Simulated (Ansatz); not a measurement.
## KRhCl2F6: settings compared (Ansatz)

The input file (Ansatz 0.2.0, plane waves):

```yaml
crystal:
  lattice:
    - [0.0, 4.116336, 4.116336]
    - [4.116336, 0.0, 4.116336]
    - [4.116336, 4.116336, 0.0]
  atoms:
    - { symbol: K, position: [0.5, 0.5, 0.5] }
    - { symbol: F, position: [0.776, 0.224, 0.224] }
    - { symbol: F, position: [0.224, 0.776, 0.224] }
    - { symbol: F, position: [0.224, 0.776, 0.776] }
    - { symbol: F, position: [0.776, 0.224, 0.776] }
    - { symbol: F, position: [0.224, 0.224, 0.776] }
    - { symbol: F, position: [0.776, 0.776, 0.224] }
    - { symbol: Rh, position: [0.0, 0.0, 0.0] }
    - { symbol: Cl, position: [0.25, 0.25, 0.25] }
    - { symbol: Cl, position: [0.75, 0.75, 0.75] }
  symmetry: { tolerance: 0.0003 }
kpoints:
  mp_grid: { grid: [4, 4, 4], shift: [0, 0, 0] }
magnetization:
  spin_polarized: false
scf:
  occupations: { method: gaussian, width: 0.1431 }
hamiltonian:
  pseudopotentials: { kind: paw }
  xc: pbe
basis:
  ecutwfc: 420
output:
  forces: true
  stress: true
  eigenvalues: true
  write_density: true
  write_potential: true
  elf: true
  volumetric_format: npy
```

The command:

```bash
ansatz run input.yaml --threads 1 --pin off --max-ram 2560MiB --backend cpu --events-out ev --progress --plain --runs-dir out
```

Origin of the cell: a known structure type with other elements, at an estimated volume, so it need not be a known compound.

Output of this run (shortened):

```
SCF iter   1: F=—  HF=-14943.662570 eV  Δρ=1.75e-2  dr2=1.01e0  defer=5
SCF iter   2: F=—  HF=-14943.611794 eV  Δρ=3.30e-3  dr2=7.73e-3  defer=8
SCF iter   3: F=—  HF=-14943.619489 eV  Δρ=1.14e-3  dr2=2.34e-3  defer=8
SCF iter   4: F=—  HF=-14943.619262 eV  Δρ=6.43e-4  dr2=7.26e-4  defer=8
SCF iter   5: F=—  HF=-14943.619223 eV  Δρ=4.52e-4  dr2=2.61e-4  defer=8
SCF iter   6: F=—  HF=-14943.619177 eV  Δρ=7.49e-5  dr2=8.48e-6  defer=8
SCF iter   7: F=—  HF=-14943.619287 eV  Δρ=1.75e-5  dr2=3.21e-7  defer=8
SCF iter   8: F=-14943.619287 eV  HF=-14943.619287 eV  Δρ=4.90e-6  dr2=3.66e-8
SCF 1 converged in 8 iterations: F = -14943.619287 eV  dr2 = 3.66e-8
SCF converged after 8 iterations
Free energy (F): -14943.619287 eV
Harris-Foulkes:  -14943.619287 eV  (|F-HF|=3.00e-9)
Internal energy: -14943.483871 eV  (E = F + TS)
E sigma→0 (E₀):  -14943.551579 eV
Entropy (-TS):   -0.135416 eV (-13.542 meV/atom)
Fermi energy:    4.095436 eV
--- Per-component energies (eV) ---
  E_band       = -706.644834
  E_kinetic    = 2384.092718
  E_local      = -8010.321930  (includes V_loc(G=0)·N_el)
  E_nonlocal   = 862.653179
  E_hartree    = 3016.981845
  E_xc         = -1044.833094
  E_vxc        = -1294.312829  (∫ρ·V_xc dr)
  E_paw        = -6885.622441  (= ΣΔE_a)
  E_vpaw       = -682.732400  (= ΣTr[D̂ρ^β])
  E_aug_tail   = 0.013026  (compensation charges beyond the density's cutoff)
  E_ewald      = -5266.447175
  E_smearing   = -0.135416  (= −TS)
  Σ components = -14943.619287   (vs F -14943.619287, Δ=0.00e0)
--- Forces (eV/Å), atoms counted from 1 ---
  atom   1  K      0.000000    -0.000000    -0.000000
  atom   2  F     -0.399646     0.000000    -0.000000
  atom   3  F     -0.000000    -0.399646    -0.000000
[… 2 lines left out …]
  atom   6  F      0.000000     0.000000    -0.399646
  atom   7  F     -0.000000     0.000000     0.399646
  atom   8  Rh    -0.000000    -0.000000    -0.000000
  atom   9  Cl     0.000000    -0.000000     0.000000
  atom  10  Cl     0.000000     0.000000     0.000000
  max |Σ_I F_I| component: 1.08e-16 eV/Å
--- Stress (GPa, compression-positive) ---
       15.567822      -0.000000      -0.000000
        0.000000      15.567822      -0.000000
       -0.000000       0.000000      15.567822
  P = ⅓ Tr σ = 15.5678 GPa (155.678 kbar)
```

The same input was run again with these changes:

1. `scf.occupations.method` gaussian → methfessel_paxton; `scf.occupations.width` 0.1431 → 0.001; `basis.ecutwfc` 420 → "51.4 Ry"
2. `scf.occupations.method` gaussian → methfessel_paxton; `scf.occupations.width` 0.1431 → 0.005; `scf.algorithm` default → direct_min
3. `scf.n_extra_bands` default → 4; `scf.algorithm` default → direct_min
4. `total_charge` default → -1; `hamiltonian.hubbard` default → { sites: [{ species: Rh, l: d, u_eff: 5.0 }], double_counting: amf }; `kpoints.mp_grid.shift` [0, 0, 0] → [0.5, 0.5, 0.5]

```csv
run,end,SCF iterations,P (GPa),max force component (eV/Å),moment (μB),ΔE(σ→0) (meV/atom)
base,converged,8,15.57,0.400,–,0
1,converged,10,15.38,0.441,–,-4.38
2,converged,10,15.41,0.435,–,-0.05
3,converged,7,15.57,0.400,–,0.00
4,converged,11,–,0.556,–,–
```

Energies are compared only where functional, datasets, charge and starting cell are the same.

Caveats of the base run: no moments, though an odd count or open d shells may carry them; the k mesh is coarse if the cell is a metal.

Run 4: charged cell with a uniform background, whose pressure depends on convention; the k mesh keeps only part of the crystal's symmetry.

The base run took 8.2 s of wall time on 1 CPU thread(s) of a shared host, from the program's own first density.
